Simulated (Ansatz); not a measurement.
# TaN: zone-centre modes at 40 GPa

Computed with DFT LDA, scalar-relativistic, plane waves, PAW in Ansatz. Cutoff 420 eV, 18×18×14 k-points (Γ-centred), Fermi-Dirac smearing of 0.15 eV. No spin polarisation. Phonons by linear response, acoustic sum rule imposed.

The cell, relaxed at 40 GPa:
```
Ta N
1.0
     2.81780    0.00000    0.00000
    -1.40890    2.44029    0.00000
     0.00000    0.00000    2.77994
Ta N
1 1
Cartesian
  0.0000 1.6269 1.3900
  0.0000 0.0000 0.0000
```

In a metal, frequencies and elastic constants depend on the k mesh and the smearing, soft modes and shear constants most. Spin–orbit coupling is left out, which matters for heavy elements. Other phases may be more stable at this pressure. A semilocal functional can close a gap that the real compound has.

(1) Is this structure stable against zone-centre distortions?

(2) List the optical modes at Γ (i marks imaginary ones).

Results:

(1) Yes, at Γ: no optical mode is imaginary. Strains and other wave vectors aren't tested by this run.

(2)
| frequency (THz) | degeneracy |
| --- | --- |
| 18.62 | 2 |
| 20.40 | 1 |

This form isn't the usual stable structure of the compound at low pressure.

Cost: 1 run of about 0.82 core-minutes, on Intel Xeon Platinum 8488C (Sapphire Rapids) (shared hosts).